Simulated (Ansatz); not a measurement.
TaN (rock salt, space group No. 225), LDA (plane waves, PAW; program Ansatz), all energies at zero smearing, with the estimated change up to a 700 eV cutoff added, with one set of potentials and settings (totals compare only within such a set). Cell of 2 atoms (1 Ta, 1 N): -10059.472 eV.

```tsv
element	reference phase	E (eV/atom)
Ta	Im-3m, 1 atoms in the cell	-9683.3646
N	P4_2/mnm, 4 atoms in the cell	-373.6525
```

Formation energy per atom, worked out: (-10059.472 − 1×(-9683.3646) − 1×(-373.6525))/2 = -1.227 eV/atom (-118 kJ per mol of atoms), at 0 K, without zero-point energy or fitted corrections.

Space group Fm-3m (rock salt). This is a known high-temperature phase of the composition, computed here at zero pressure and temperature. Symmetry was held in the LDA relaxation; whether a distortion lowers the energy is not shown. The run is not spin-polarised. The references are the lowest solids computed at this level, not always the standard phases (solids in place of the gases). Spin–orbit coupling is left out wherever it is not named.

Potentials: the earlier of the program's two PAW sets. The files were generated under PBE; for other functionals the program regenerates the frozen cores, and for LDA and PBEsol the local potential too.
